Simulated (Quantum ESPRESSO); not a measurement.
## Calculated data, ZrTaAl$_{3}$Ru$_{3}$ (simulated cell)

All values are calculated (Quantum ESPRESSO 7.5). Calculation on a made-up metal alloy cell, not a measurement: no spin or spin-orbit, unrelaxed, 2900 K smearing, stress positive in tension, cell energy less fitted offsets; periodic Kohn-Sham density functional theory in plane waves with PseudoDojo standard norm-conserving scalar-relativistic pseudopotentials, each functional with its own files (v0.5 for PBE, v0.4.1 for LDA and PBEsol), eight atoms on drawn sites of a strained close-packed or body-centred lattice, each displaced and held fixed; the energy is the cell's free energy, ions and the entropy term -TS included, at the stated Fermi-Dirac width, less a fixed offset for each atom's element (shifted free energy); compositions with an open d shell lost a parallel starting moment in a cheaper test run, and other magnetic orders were not tried; an error bar is the largest change of its kind in a tighter rerun, never given below 0.002 eV, 0.02 GPa or 0.003 eV/angstrom, and covers cutoff and k-mesh only, not smearing or the files.

Common to all runs: lattice type face-centred cubic; functional pbe; cutoff 1143 eV; fermi dirac smearing 0.25 eV; electrons removed 0; run command mpirun -np 4 pw.x -nk 4 -in in; run processor AMD EPYC, Zen 5, virtual cores; k mesh 5 x 5 x 5 shifted half a step off Gamma on each axis.

Notes on all entries: heavy elements are run without spin-orbit coupling, which real alloys of them have; a spin test at this wide smearing found no moment, but such smearing suppresses magnetism that the real alloy may have; lattice, volume and sites are drawn at random and may be unstable or far from any real phase; energies are for the whole cell, less offsets fitted to these runs, so they are not formation energies.

(1) 
```cif
# cell vector a (Å): 1.9765 3.9529 1.9765
# cell vector b (Å): 0.0000 3.9529 -3.9529
# cell vector c (Å): -3.9529 3.9529 0.0000
data_ZrTaAl3Ru3
_symmetry_space_group_name_H-M 'P 1'
_symmetry_Int_Tables_number 1
_cell_length_a 4.8413
_cell_length_b 5.5902
_cell_length_c 5.5902
_cell_angle_alpha 60.000
_cell_angle_beta 73.222
_cell_angle_gamma 73.222
_cell_volume 123.53
loop_
_atom_site_label
_atom_site_type_symbol
_atom_site_fract_x
_atom_site_fract_y
_atom_site_fract_z
_atom_site_occupancy
Zr1 Zr 0.00624 0.97509 0.00572 1
Ru1 Ru 0.99212 0.01612 0.50877 1
Ru2 Ru 0.99995 0.49285 0.00901 1
Al1 Al 0.00625 0.50058 0.48523 1
Al2 Al 0.50718 0.25542 0.24145 1
Ta1 Ta 0.50303 0.26159 0.73615 1
Al3 Al 0.49172 0.75630 0.24162 1
Ru3 Ru 0.50218 0.74924 0.73277 1
_calc_entropy_term_negative_ts -1.295  # eV
_calc_pressure 5.54  # GPa
_calc_stress_xx -5.15  # GPa
_calc_stress_yy -5.96  # GPa
_calc_stress_zz -5.51  # GPa
_calc_stress_yz -5.09  # GPa
_calc_stress_xz 4.82  # GPa
_calc_stress_xy -4.63  # GPa
_calc_shifted_free_energy -1.631  # eV
```

Atoms:
```tsv
atoms element	atom site	atom energy offset (eV)
Zr	1	-1377.61
Ru	2	-2750.51
Ru	3	-2750.51
Al	4	-63.26
Al	5	-63.26
Ta	6	-1771.44
Al	7	-63.26
Ru	8	-2750.51
```

Forces:
```tsv
site	x (eV/Å)	y (eV/Å)	z (eV/Å)
1	0.534	0.218	-0.895
2	0.09	-0.46	0.448
3	0.161	-0.536	-0.112
4	-1.082	0.329	0.144
5	-0.293	-0.47	-0.376
6	-0.143	0.219	-0.329
7	-0.167	0.375	0.349
8	0.9	0.325	0.77
```

Notes: error bars: energy 0.002 eV, stress 0.032 GPa, force 0.0086 eV/Å, from a tighter rerun of a related cell, whose elements or sites may differ; 14 SCF iterations, 114 s of wall time on a shared machine.

(2) 
```cif
# cell vector a (Å): 1.9765 3.9529 1.9765
# cell vector b (Å): 0.0000 3.9529 -3.9529
# cell vector c (Å): -3.9529 3.9529 0.0000
data_ZrTaAl3Ru3
_symmetry_space_group_name_H-M 'P 1'
_symmetry_Int_Tables_number 1
_cell_length_a 4.8413
_cell_length_b 5.5902
_cell_length_c 5.5902
_cell_angle_alpha 60.000
_cell_angle_beta 73.222
_cell_angle_gamma 73.222
_cell_volume 123.53
loop_
_atom_site_label
_atom_site_type_symbol
_atom_site_fract_x
_atom_site_fract_y
_atom_site_fract_z
_atom_site_occupancy
Al1 Al 0.00624 0.97509 0.00572 1
Zr1 Zr 0.99212 0.01612 0.50877 1
Ru1 Ru 0.99995 0.49285 0.00901 1
Al2 Al 0.00625 0.50058 0.48523 1
Ru2 Ru 0.50718 0.25542 0.24145 1
Al3 Al 0.50303 0.26159 0.73615 1
Ta1 Ta 0.49172 0.75630 0.24162 1
Ru3 Ru 0.50218 0.74924 0.73277 1
_calc_entropy_term_negative_ts -1.246  # eV
_calc_pressure 5.61  # GPa
_calc_stress_xx -5.62  # GPa
_calc_stress_yy -5.88  # GPa
_calc_stress_zz -5.34  # GPa
_calc_stress_yz -3.6  # GPa
_calc_stress_xz 3.33  # GPa
_calc_stress_xy -4.05  # GPa
_calc_shifted_free_energy -1.821  # eV
```

Atoms:
```tsv
atoms element	atom site	atom energy offset (eV)
Al	1	-63.26
Zr	2	-1377.61
Ru	3	-2750.51
Al	4	-63.26
Ru	5	-2750.51
Al	6	-63.26
Ta	7	-1771.44
Ru	8	-2750.51
```

Forces:
```tsv
site	x (eV/Å)	y (eV/Å)	z (eV/Å)
1	-0.196	0.672	-0.803
2	0.785	-1.84	1.362
3	0.44	-0.14	-0.208
4	-0.547	0.816	-0.574
5	0.108	-0.37	-0.488
6	-1.326	-0.048	-0.699
7	1.315	0.862	1.128
8	-0.578	0.048	0.282
```

Notes: error bars: energy 0.002 eV, stress 0.032 GPa, force 0.0086 eV/Å, from a tighter rerun of a related cell, whose elements or sites may differ; 14 SCF iterations, 130 s of wall time on a shared machine.

(3) 
```cif
# cell vector a (Å): 1.9765 3.9529 1.9765
# cell vector b (Å): 0.0000 3.9529 -3.9529
# cell vector c (Å): -3.9529 3.9529 0.0000
data_ZrTaAl3Ru3
_symmetry_space_group_name_H-M 'P 1'
_symmetry_Int_Tables_number 1
_cell_length_a 4.8413
_cell_length_b 5.5902
_cell_length_c 5.5902
_cell_angle_alpha 60.000
_cell_angle_beta 73.222
_cell_angle_gamma 73.222
_cell_volume 123.53
loop_
_atom_site_label
_atom_site_type_symbol
_atom_site_fract_x
_atom_site_fract_y
_atom_site_fract_z
_atom_site_occupancy
Ru1 Ru 0.00624 0.97509 0.00572 1
Ru2 Ru 0.99212 0.01612 0.50877 1
Al1 Al 0.99995 0.49285 0.00901 1
Zr1 Zr 0.00625 0.50058 0.48523 1
Ru3 Ru 0.50718 0.25542 0.24145 1
Ta1 Ta 0.50303 0.26159 0.73615 1
Al2 Al 0.49172 0.75630 0.24162 1
Al3 Al 0.50218 0.74924 0.73277 1
_calc_entropy_term_negative_ts -1.357  # eV
_calc_pressure 6.02  # GPa
_calc_stress_xx -7.57  # GPa
_calc_stress_yy -8.6  # GPa
_calc_stress_zz -1.88  # GPa
_calc_stress_yz -2.02  # GPa
_calc_stress_xz -1.67  # GPa
_calc_stress_xy 2.77  # GPa
_calc_shifted_free_energy -1.79  # eV
```

Atoms:
```tsv
atoms element	atom site	atom energy offset (eV)
Ru	1	-2750.51
Ru	2	-2750.51
Al	3	-63.26
Zr	4	-1377.61
Ru	5	-2750.51
Ta	6	-1771.44
Al	7	-63.26
Al	8	-63.26
```

Forces:
```tsv
site	x (eV/Å)	y (eV/Å)	z (eV/Å)
1	0.097	0.403	-0.29
2	0.214	-0.988	0.86
3	0.504	-0.597	0.201
4	-0.449	0.667	-0.655
5	1.098	0.11	0.127
6	-1.304	-0.193	1.776
7	0.429	0.38	-0.802
8	-0.589	0.219	-1.218
```

Notes: error bars: energy 0.002 eV, stress 0.032 GPa, force 0.0086 eV/Å, from a tighter rerun of a related cell, whose elements or sites may differ; 13 SCF iterations, 115 s of wall time on a shared machine.

(4) 
```cif
# cell vector a (Å): 1.9765 3.9529 1.9765
# cell vector b (Å): 0.0000 3.9529 -3.9529
# cell vector c (Å): -3.9529 3.9529 0.0000
data_ZrTaAl3Ru3
_symmetry_space_group_name_H-M 'P 1'
_symmetry_Int_Tables_number 1
_cell_length_a 4.8413
_cell_length_b 5.5902
_cell_length_c 5.5902
_cell_angle_alpha 60.000
_cell_angle_beta 73.222
_cell_angle_gamma 73.222
_cell_volume 123.53
loop_
_atom_site_label
_atom_site_type_symbol
_atom_site_fract_x
_atom_site_fract_y
_atom_site_fract_z
_atom_site_occupancy
Al1 Al 0.00624 0.97509 0.00572 1
Ru1 Ru 0.99212 0.01612 0.50877 1
Al2 Al 0.99995 0.49285 0.00901 1
Ru2 Ru 0.00625 0.50058 0.48523 1
Ta1 Ta 0.50718 0.25542 0.24145 1
Al3 Al 0.50303 0.26159 0.73615 1
Ru3 Ru 0.49172 0.75630 0.24162 1
Zr1 Zr 0.50218 0.74924 0.73277 1
_calc_stress_yz ?
_calc_stress_xy ?
_calc_stress_xx ?
```

Atoms:
```tsv
atoms element	atom site	atom energy offset (eV)
Al	1	-63.26
Ru	2	-2750.51
Al	3	-63.26
Ru	4	-2750.51
Ta	5	-1771.44
Al	6	-63.26
Ru	7	-2750.51
Zr	8	-1377.61
```

Notes: error bars: energy 0.002 eV, stress 0.032 GPa, force 0.0086 eV/Å, from a tighter rerun of this cell; 13 SCF iterations, 111 s of wall time on a shared machine.

Question: Estimate the stress yz of ZrTaAl$_{3}$Ru$_{3}$ (simulated cell) (entry 4).
Answer: 4.01 GPa

Question: Estimate the stress xy of ZrTaAl$_{3}$Ru$_{3}$ (simulated cell) (entry 4).
Answer: -2.45 GPa

Question: Give the missing stress xx for ZrTaAl$_{3}$Ru$_{3}$ (simulated cell) (entry 4).
Answer: -2.16 GPa

Question: Give the table of forces values for ZrTaAl$_{3}$Ru$_{3}$ (simulated cell) (entry 4).
Answer: 
Forces:
```tsv
site	x (eV/Å)	y (eV/Å)	z (eV/Å)
1	-0.758	0.242	-0.737
2	0.514	-0.557	0.289
3	0.036	-0.322	-0.102
4	-0.351	0.604	0.454
5	-0.541	-0.452	0.187
6	-0.049	-0.063	0.489
7	0.686	0.049	-0.354
8	0.464	0.499	-0.226
```

Further results for ZrTaAl$_{3}$Ru$_{3}$ (simulated cell) (entry 4):

- entropy term negative ts: -1.338 eV
- pressure: 5.37 GPa
- stress yy: -6.64 GPa
- stress zz: -7.31 GPa
- stress xz: -0.47 GPa
- shifted free energy: -2.016 eV
